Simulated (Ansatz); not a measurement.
## Band structure of PtC

```
CELL_PARAMETERS angstrom
0.00000 2.23290 2.23290
2.23290 0.00000 2.23290
2.23290 2.23290 0.00000
ATOMIC_POSITIONS crystal
Pt 0.00000 0.00000 0.00000
C 0.50000 0.50000 0.50000
```

Atoms are numbered in the order listed.

The cell was built from the rocksalt type and relaxed in the same program, and has space group Fm-3m; it needn't be a known or the stable phase.

Spin–orbit coupling is left out, though it moves levels of the heavy atoms by tenths of an eV or more.

Level of theory: DFT, PBE, all-electron LAPW, scalar-relativistic (Ansatz 0.2.0).

Sampling and basis: a Γ-centred 13×13×13 k mesh, Fermi–Dirac smearing of 0.03 eV, basis error target 0.25 meV/atom, no spin polarisation.

Points in fractions of the reciprocal vectors of this cell: Γ (0, 0, 0), X (0.5, 0, 0.5), U (0.625, 0.25, 0.625), K (0.375, 0.375, 0.75), L (0.5, 0.5, 0.5), W (0.5, 0.25, 0.75). The path joins them by straight lines in the order Γ–X–U–K–Γ–L–W–X; legs that retrace an earlier one aren't tabulated. Energies are in eV from the Fermi level.

Task: List the levels at X between -14 and 8 eV.

Result: -12.46, -5.92, -5.34, -2.63, -2.01 (×2), -1.71 (×2), 1.07, 4.52.

Task: List the levels at W between -14 and 8 eV.

Result: -11.78, -6.23, -5.96 (×2), -1.71, -1.16 (×2), 0.14, 0.61.

Task: List the levels at L between -14 and 8 eV.

Result: -10.84, -8.96, -6.60 (×2), -2.30 (×2), -0.82, 5.39 (×2), 5.97.

Task: What is the band gap?

Result: none: bands cross the Fermi level, a metal.
